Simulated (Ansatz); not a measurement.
Pd (fcc, Cu type)

```cif
data_Pd4
_chemical_formula_sum 'Pd4'
_space_group_name_H-M_alt 'Fm-3m'
_space_group_IT_number 225
_space_group_name_Hall '-F 4 2 3'
_cell_length_a 3.90834
_cell_length_b 3.90834
_cell_length_c 3.90834
_cell_angle_alpha 90.000
_cell_angle_beta 90.000
_cell_angle_gamma 90.000
loop_
_atom_site_label
_atom_site_type_symbol
_atom_site_symmetry_multiplicity
_atom_site_Wyckoff_symbol
_atom_site_fract_x
_atom_site_fract_y
_atom_site_fract_z
_atom_site_occupancy
Pd1 Pd 4 a 0.00000 0.00000 0.00000 1
```
(The calculation used a cell of 1 atom; values per cell refer to that cell.)

The relaxed cell is deformed in two ways at once: its volume V is scaled, and at that volume it is stretched along z (the c axis of the conventional cell) so that c/a changes. Fractional atomic positions are held.

Method: r2SCAN (plane waves to 500 eV, PAW, scalar-relativistic; Ansatz, a first-principles code). k mesh 20×20×20 (Γ-centred), Fermi-Dirac smearing 0.05 eV. Compression counts positive. With partly filled bands, the response to shear is sensitive to the k mesh, so small differences along c/a are uncertain. Pd is run without spin polarisation. Pd was relaxed with its symmetry unable to fall. 

| P (GPa) | V/V₀ = 0.960 | V/V₀ = 0.980 | V/V₀ = 1.000 | V/V₀ = 1.020 | V/V₀ = 1.040 |
|---|---|---|---|---|---|
| (c/a)/(c/a)₀ = 0.920 | 8.7 | 4.2 | 0.3 | -3.2 | -6.2 |
| (c/a)/(c/a)₀ = 0.960 | 8.5 | 4.0 | 0.1 | -3.4 | -6.4 |
| (c/a)/(c/a)₀ = 1.000 | 8.4 | 3.9 | 0.0 | -3.4 | -6.5 |
| (c/a)/(c/a)₀ = 1.040 | 8.5 | 4.0 | 0.1 | -3.3 | -6.4 |
| (c/a)/(c/a)₀ = 1.080 | (withheld) | 4.4 | 0.4 | -3.0 | -6.1 |

Problem. Fill in the missing entries.

Solution. 
- (c/a)/(c/a)₀ = 1.080, V/V₀ = 0.960: 8.9

(Under strain, the slope of the energy per volume gives the stress and its curvature an elastic modulus.)
